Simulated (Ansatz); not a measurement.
CoSi:
Space group P2₁3 (No. 198); a = b = c = 4.4309 Å, α = β = γ = 90.00°

| atom | site | symmetry | x | y | z |
|---|---|---|---|---|---|
| Co | 4a | .3. | 0.1453 | 0.1453 | 0.1453 |
| Si | 4a | .3. | 0.8432 | 0.8432 | 0.8432 |

This is the PBE-relaxed structure.

All from plane-wave PAW PBE (Ansatz code), unless another level is named. Predict the electronic character.

metallic (no gap).

Predict the density of states at the Fermi level.

0.15 states/eV per atom (mean over ±0.08 eV).

Predict the formation energy from the elements (no fitted shifts).

-0.60 eV/atom.

Space group P2_13. The PBE relaxation kept the symmetry of its start. The run is not spin-polarised. The references are the lowest solids computed at this level, not always the standard phases.

Potentials: the earlier of the program's two PAW sets.
